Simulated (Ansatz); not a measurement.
TaTe (CsCl type, Pm-3m) at seven volumes, plane-wave PAW r²SCAN (Ansatz code), scaled uniformly. One row is withheld.

| V (Å³/atom) | P (GPa) |
|---|---|
| 17.955 | 17.99 |
| 18.547 | 10.96 |
| 19.139 | 5.02 |
| 19.731 | 0.00 |
| 20.323 | ? |
| 20.915 | -7.76 |
| 21.507 | -10.76 |

### Question
Fit the shown pressures and predict the withheld one.

### Answer
P = (3/2)B₀(x^(7/2) − x^(5/2))[1 + (3/4)(B′ − 4)(x − 1)] with x = (V₀/V)^(2/3). Least squares on the six rows gives V₀ = 19.733 Å³/atom, B₀ = 153 GPa, B′ = 4.67. At V = 20.323, x = 0.9806 and P = -4.21 GPa. The run itself gave -4.22 GPa.

The start of the workflow was typed in or built on a structure type; neither database checked (COD, Materials Project) lists it. Whether it is the stable phase at ambient conditions was not checked. The r²SCAN relaxation kept the symmetry of its start; whether a distortion lowers the energy is not shown. The run is not spin-polarised. Its formation energy is positive at this level, so the cell may be metastable or incomplete. Scalar-relativistic: spin–orbit coupling is off unless named, which matters more the heavier the elements.

Potentials: the earlier of the program's two PAW sets.
